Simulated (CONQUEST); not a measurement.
A self-consistent single point of CoSi₂ (Fm-3m, 12 atoms in the cell; from Materials Project mp-2379, changed as shown) with CONQUEST.

All values come from this method and carry its errors: PBE, numerical atomic orbitals double-zeta with polarisation (the shipped basis), PseudoDojo norm-conserving potentials made for PBE (CONQUEST).

The change in words: lattice scaled by 0.98. Reference geometry (Fm-3m):
```xyz
12
Lattice="5.3182 0.0000 0.0000 0.0000 5.3182 0.0000 0.0000 0.0000 5.3182" Properties=species:S:1:pos:R:3 pbc="T T T"
Co     0.0000     0.0000     0.0000
Co     0.0000     2.6591     2.6591
Co     2.6591     0.0000     2.6591
Co     2.6591     2.6591     0.0000
Si     1.3295     1.3295     3.9886
Si     1.3295     3.9886     3.9886
Si     1.3295     3.9886     1.3295
Si     1.3295     1.3295     1.3295
Si     3.9886     1.3295     1.3295
Si     3.9886     3.9886     1.3295
Si     3.9886     3.9886     3.9886
Si     3.9886     1.3295     3.9886
```

Reference input (self-consistent single point, DFT, PBE, numerical atomic orbitals double-zeta with polarisation (the shipped basis), PseudoDojo norm-conserving potentials made for PBE): basis = DZP; Diag.MPMeshX, Y, Z = 4 4 4; potentials = PseudoDojo norm-conserving PBE; Grid.GridCutoff = 140 Ha; DM.SolutionMethod = diagon; Diag.kT = 0.003675 Ha; Diag.GammaCentred = true; minE.SCTolerance = 1.0e-06; SC.MaxIters = 100; SC.LinearMixingFactor = 0.3; SC.KerkerPreCondition = true; SC.KerkerFactor = 0.1 1/bohr. This run's input differs from it in these lines:

```diff
@@ -33,5 +33,5 @@
 # file: input.coords
-     5.318153000      0.000000000      0.000000000
-     0.000000000      5.318153000      0.000000000
-     0.000000000      0.000000000      5.318153000
+     5.211790000      0.000000000      0.000000000
+     0.000000000      5.211790000      0.000000000
+     0.000000000      0.000000000      5.211790000
 12
```

Log, with long lists cut:

```
    PulayMixSC: Starting Pulay mixing, A_up =  0.300 A_dn =  0.300
    PulayMixSC: Spin non-polarised calculation.
    PulayMixSC: with Kerker preconditioning, q0 =  0.100
          Harris-Foulkes Energy            :    -17583.959741872822633 eV
          Free Energy (E-TS)               :    -17584.134684507578640 eV
    PulayMixSC: Pulay iteration     1 residual:              0.38908E-02
          Harris-Foulkes Energy            :    -17581.815665669859300 eV
          Free Energy (E-TS)               :    -17581.927286213413026 eV
    PulayMixSC: Pulay iteration     2 residual:              0.34536E-02
   [... lines left out ...]
          Free Energy (E-TS)               :    -17580.140366804880614 eV
    PulayMixSC: Pulay iteration     6 residual:              0.12679E-04
          Harris-Foulkes Energy            :    -17580.019649303445476 eV
          Free Energy (E-TS)               :    -17580.140374675174826 eV
    PulayMixSC: Pulay iteration     7 residual:              0.49242E-05
          Harris-Foulkes Energy            :    -17580.019620097413281 eV
          Free Energy (E-TS)               :    -17580.140362002290203 eV
    PulayMixSC: Pulay iteration     8 residual:              0.31021E-06
    PulayMixSC: Reached SCF tolerance of  0.31021E-06 after      8 iterations
      | Number of electrons      =       100.000138
      | GS Energy as E-(1/2)TS   =    -17580.079991049849923 eV
      | Free Energy as E-TS      =    -17580.140362002290203 eV
      |* Harris-Foulkes energy   =    -17580.019620097413281 eV
      |* DFT total energy        =    -17580.019620071267127 eV

    force: Forces on atoms (eV/A )
    force:  Atom   X              Y              Z
    force:     1  -0.0000000000   0.0000000000   0.0000000000
    force:     2   0.0000000000  -0.0000000000  -0.0000000000
    force:     3   0.0000000000  -0.0000000000  -0.0000000000
    force:     4  -0.0000000000  -0.0000000000  -0.0000000000
    force:     5   0.0000000000  -0.0000000002  -0.0000000001
    force:     6   0.0000000000   0.0000000002  -0.0000000001
   [... lines left out ...]
    force: Maximum force :        0.00000000(eV/A ) on atom        12 in y direction
   [... lines left out ...]
    force: Force Residual:        0.00000000 eV/A
    force: Total stress:        -23.22740249     0.00000000     0.00000000 GPa
                             0.00000000   -23.22740249     0.00000000
                             0.00000000     0.00000000   -23.22740249
    force: Average pressure:     23.22740249 GPa

    get_E_and_F: Change in energy during last step of electronic optimisation:  0.10733E-05
```

The run converged in 8 iterations. CONQUEST prints the stress tensor with tension positive. Against the reference run the free energy rises by 74.2 meV/atom and the pressure goes from 9.32 to 23.23 GPa.

The program uses no crystal symmetry, so grid and mesh can part values that symmetry would make equal. The atom-centred basis is finite, which shifts total energies and pressures against plane waves. The run has no spin polarisation, so moments on Co cannot form. The structure comes from a collection of computed structures, made at another level of theory; the collection holds predicted forms beside known ones. Its lattice was then scaled. No clean gap shows at this smearing width and mesh (spacing up to 0.30 Å⁻¹); the mesh is coarse for partly filled bands, so the values carry mesh errors. At this pressure the cell is far from its equilibrium volume at this level.

Cost on one core: roughly 4 core-minutes.
